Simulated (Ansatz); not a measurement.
# From the elastic tensor of TiPd$_{3}$ to moduli and sound speeds

The calculation used Ansatz 0.2.0, DFT LDA, scalar-relativistic, plane waves, PAW. Cutoff 420 eV, 12×12×12 k-points (Γ-centred), Fermi-Dirac smearing of 0.15 eV. No spin polarisation.

The structure is cubic, space group Pm-3m (No. 221). Conventional cell: a = 3.834 Å, b = 3.834 Å, c = 3.834 Å, α = 90.00°, β = 90.00°, γ = 90.00°. Around Ti (site symmetry m-3m) lie 12 Pd at 2.71 Å. Pd (site symmetry 4/mmm) is surrounded by 4 Ti at 2.71 Å and 8 Pd at 2.71 Å.

In a metal, frequencies and elastic constants depend on the k mesh and the smearing, soft modes and shear constants most.

Relaxed-ion constants (GPa, on the Cartesian axes of the calculation):
```
328.7 173.6 173.6   0.0   0.0   0.0
173.6 328.7 173.6   0.0   0.0   0.0
173.6 173.6 328.7   0.0   0.0   0.0
  0.0   0.0   0.0 133.9   0.0   0.0
  0.0   0.0   0.0   0.0 133.9   0.0
  0.0   0.0   0.0   0.0   0.0 133.9
```

Density 10.817 g/cm³; 4 atoms in 56.36 Å³.

The values that follow are for a polycrystal of randomly turned grains, by Hill's mean where one number stands.

With S = C⁻¹: B_V = (C11+C22+C33+2(C12+C13+C23))/9, G_V = (C11+C22+C33−C12−C13−C23+3(C44+C55+C66))/15, 1/B_R = S11+S22+S33+2(S12+S13+S23), 15/G_R = 4(S11+S22+S33−S12−S13−S23)+3(S44+S55+S66); Hill is their mean. Then v_l = √((B+4G/3)/ρ), v_t = √(G/ρ), v_m = [(2/v_t³+1/v_l³)/3]^(−1/3) and Θ = (ħ/k_B)·v_m·(6π²n/V)^(1/3) for n atoms in the volume V; E = 9BG/(3B+G), ν = (3B−2G)/(2(3B+G)) and A^U = 5G_V/G_R + B_V/B_R − 6.

- Bulk modulus, Voigt / Reuss / Hill: 225.3 / 225.3 / 225.3 GPa
- Shear modulus, Voigt / Reuss / Hill: 111.4 / 103.8 / 107.6 GPa
- Young's modulus: 278 GPa
- Poisson ratio: 0.294
- Pugh ratio B/G: 2.09 (over 1.75, the rule of thumb for ductile)
- Universal anisotropy index: 0.37
- Longitudinal and transverse sound speeds: 5839 and 3154 m/s
- Debye temperature from the mean sound speed: 434 K

Cost: 1 run of about 1.8 core-minutes, on Arm Neoverse V2 (shared hosts).